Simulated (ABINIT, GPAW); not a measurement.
This is a calculation of Sn3Te for ABINIT 10.8.3 (patched build). Atoms were shifted at random by some hundredths of an Å from the given cell, which wasn't relaxed again for these runs. The cell comes from a database or a generator and needn't be the stable form of this composition.

The input run.abi:

```
# Pseudopotentials
pp_dirpath "./"
pseudos "Te.upf, Sn.upf"

# Structure
acell 3*1.0
rprim
     9.1946930060     0.0000000000     0.0000000000
     0.0000000000     9.1946930060     0.0000000000
     0.0000000000     0.0000000000     9.1946930060
ntypat 2
znucl 52 50
natom 4
typat 1 2 2 2
xcart
     0.0327456361    -0.0555800001    -0.0163484899
    -0.0053424530     2.4531736281     2.4274393533
     2.4404305641     0.0311594433     2.4317405632
     2.3838044552     2.4556259016    -0.0058533433 Angstrom
chkprim 0
chksymtnons 0
tolsym 1.0e-6

# Plane-wave basis
ecut 1088.455450 eV

# k points
kptopt 1
ngkpt 6 6 6
nshiftk 1
shiftk 0.0 0.0 0.0

# Exchange and correlation
ixc -116133

# Bands and occupations
nband 35
occopt 3
tsmear 0.05 eV

# SCF cycle
nstep 100
tolvrs 1.0e-10

# Output
iomode 3
prtwf 0
prtden 0
prteig 0
prtebands 0
enunit 1
prtvol 2
```

Potentials or basis: PseudoDojo NC SR PBEsol v0.4.1 standard.

Command:

```console
$ mpirun --bind-to none -np 4 abinit run.abi > log 2>&1
```

**Question.** Translate it to GPAW 26.7.0 (ASE script). Potentials or basis there: PAW data sets generated for this functional, cutoff 600 eV.

**Answer.** As run (cutoffs and basis follow the program's own potentials, and thresholds, step limits or extra output files can differ):

The input run.py:

```python
from ase import Atoms
from ase.dft.bandgap import bandgap
from ase.io import write
from ase.units import GPa
from gpaw import GPAW, PW, setup_paths

setup_paths.insert(0, '.')

atoms = Atoms(['Te', 'Sn', 'Sn', 'Sn'],
              cell=[[4.865622, 0.0, 0.0],
                    [0.0, 4.865622, 0.0],
                    [0.0, 0.0, 4.865622]],
              scaled_positions=[[0.00673, -0.011423, -0.00336],
                                [-0.001098, 0.504185, 0.498896],
                                [0.501566, 0.006404, 0.49978],
                                [0.489928, 0.504689, -0.001203]],
              pbc=True)

calc = GPAW(mode=PW(600),
            xc='PBEsol',
            kpts={'size': (6, 6, 6), 'gamma': True},
            occupations={'name': 'fermi-dirac', 'width': 0.05},
            nbands=38,
            convergence={'density': 1e-05, 'energy': 1e-05},
            maxiter=150,
            txt='gpaw.txt')
atoms.calc = calc
energy = atoms.get_potential_energy()
forces = atoms.get_forces()
stress = atoms.get_stress()
calc.write('gs.gpw')
write('result.traj', atoms)
print(f'Energy: {energy:.6f} eV')
print('Forces (eV/A):')
print(forces.round(4))
print('Stress (GPa):', (stress / GPa).round(3))
print('Fermi level:', round(calc.get_fermi_level(), 4), 'eV')
print(f'Gap: {bandgap(calc)[0]:.4f} eV, direct: {bandgap(calc, direct=True)[0]:.4f} eV')
```

Potentials or basis: PAW data sets generated in the run's folder for this functional, pw.

Run with:

```console
$ gpaw-setup -f PBEsol Sn Te
$ OMP_NUM_THREADS=1 python run.py
```

Both were run:

|  | ABINIT | GPAW |
| --- | --- | --- |
| Pressure | -2.2 GPa | -2.5 GPa |
| Largest force | 0.094 eV/Å | 0.092 eV/Å |
| Energy over the undisturbed cell | 0.3 meV/atom | 0.2 meV/atom |

The potentials hold 58 and 48 valence electrons a cell.

Pressure is positive in compression.
